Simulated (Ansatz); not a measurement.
SrZn2As2:
Space group P-3m1 (No. 164); a = b = 4.2142 Å, c = 7.2710 Å, α = β = 90.00°, γ = 120.00°

```csv
atom,site,symmetry,x,y,z
Sr,1a,-3m.,0.0000,0.0000,0.0000
Zn,2d,3m.,0.6667,0.3333,0.3714
As,2d,3m.,0.3333,0.6667,0.2722
```

Relaxed with r²SCAN. DFT-r²SCAN in the program Ansatz with PAW potentials gives a gap of 0.72 eV.

What gap does HSE06 give on the same cell (Ansatz, PAW)?

1.16 eV, 0.43 eV more. The hybrid was solved on a coarser mesh and at special points; the gap given is the minimum over both.

Cost on shared cores: the r²SCAN run (SCF on a 8×8×4 mesh, then bands and DOS) very roughly 2.2 core-minutes, the HSE06 run (SCF on 5×5×3, then a few points) around 110 core-seconds (rough); the tasks are unlike.

The workflow started from a Materials Project entry (that database holds measured and hypothetical structures alike); the Crystallography Open Database copy checked does not list it. Its standing as an ambient phase is unchecked. The r²SCAN relaxation kept the symmetry of its start; whether a distortion lowers the energy is not shown. Spin–orbit coupling is left out wherever it is not named.

Potentials: the later of the program's two PAW sets.
